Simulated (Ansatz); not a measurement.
# Hf3ZrSe8 (P-3m1) at 2 levels of theory

One geometry, relaxed with PBE; plane waves with PAW potentials in Ansatz, scalar-relativistic. No spin polarisation. Gaps are the least over mesh and band path; pressure is positive in compression.

```
CELL_PARAMETERS angstrom
3.77930 0.00000 0.00000
-1.88965 3.27297 0.00000
0.00000 0.00000 28.01646
ATOMIC_POSITIONS crystal
Zr 0.00000 0.00000 0.50000
Hf 0.00000 0.00000 0.00000
Hf 0.00000 0.00000 0.25076
Hf 0.00000 0.00000 0.74924
Se 0.33333 0.66667 0.05615
Se 0.33333 0.66667 0.30691
Se 0.33333 0.66667 0.55682
Se 0.33333 0.66667 0.80539
Se 0.66667 0.33333 0.19461
Se 0.66667 0.33333 0.44317
Se 0.66667 0.33333 0.69309
Se 0.66667 0.33333 0.94385
```

| level | cutoff (eV) | k mesh | gap (eV) | pressure (GPa) |
| --- | --- | --- | --- | --- |
| PBE | 420 | 12×12×2 | 0.43 | 0.0 |

**Question.** What comes out on the same cell with r2SCAN?

**Answer.**
| level | cutoff (eV) | k mesh | gap (eV) | pressure (GPa) |
| --- | --- | --- | --- | --- |
| r2SCAN | 500 | 12×12×2 | 0.74 | -1.0 |

Spin-orbit coupling matters for the bands of heavy elements and is left out. The cell holds layers, chains or molecules and no dispersion correction was added, so their binding is poorly described.

It was reached by relaxing an invented guess, and it needn't be the stable form of this composition.
